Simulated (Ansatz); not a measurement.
# Surface calculation: diamond Ge (110), 3 layers

The slab is cut from the diamond crystal, the stable phase, as relaxed on PAW files (23.90 Å³/atom), with 16 Å of vacuum and a dipole correction:

```
CELL_PARAMETERS angstrom
4.07361 0.00000 0.00000
0.00000 5.76095 0.00000
0.00000 0.00000 20.07360
ATOMIC_POSITIONS crystal
Ge 0.75000 0.12500 0.39853
Ge 0.25000 0.87500 0.39853
Ge 0.25000 0.62500 0.50000
Ge 0.75000 0.37500 0.50000
Ge 0.75000 0.12500 0.60147
Ge 0.25000 0.87500 0.60147
```

Computed with Ansatz 0.2.0; functional PBE, scalar-relativistic. Settings: a Γ-centred 8×5×1 k mesh, Fermi–Dirac smearing of 0.02 eV, no spin polarisation. Methods: LAPW: all electrons, basis error target 1 meV/atom; PAW: frozen-core files, cutoff 420 eV.

The bulk energy comes from a cell in the slab's orientation on a 8×5×8 mesh. The surface energy is (E(slab) − N·E(bulk))/2A at zero smearing, the mean of both faces; thin slabs carry quantum-size effects.

Real surfaces of this kind reconstruct, which a 1×1 cell forbids.

Problem. As cut, the LAPW slab lies 3.061 eV above 6 atoms of bulk. What surface energy is that?

Solution. Over two faces of 23.47 Å² it is 65.2 meV/Å², and times 16.02 J/m² per eV/Å² that gives γ = 1.045 J/m².

```
method  γ as cut (J/m²)  γ relaxed (J/m²)  Φ as cut (eV)  Φ relaxed (eV)
  LAPW            1.045             1.033           4.48            4.51
```

Problem. How do the spacings between the planes relax?

Solution. From the bottom face up: d12 -2.5 % of 2.037 Å, d23 -2.5 % of 2.037 Å.

Problem. A field of 0.5 V/Å is applied along the normal, atoms held. What follows?

Solution. LAPW finds an induced dipole of 0.4455 e·Å a cell (PAW 0.4453), that is 6.87 Å for 4πα over the area, against 3.97 Å between the outer atoms.

Problem. A 2p core hole is made on one atom of each kind in every 1×1 cell (PAW hole dataset, neutral cell, valence without spin). What does it cost by layer?

Solution. layer 1 1222.00 eV, layer 2 1222.43 eV. Shifts between layers mean more than the absolute values, and a whole layer of holes screens otherwise than one hole.
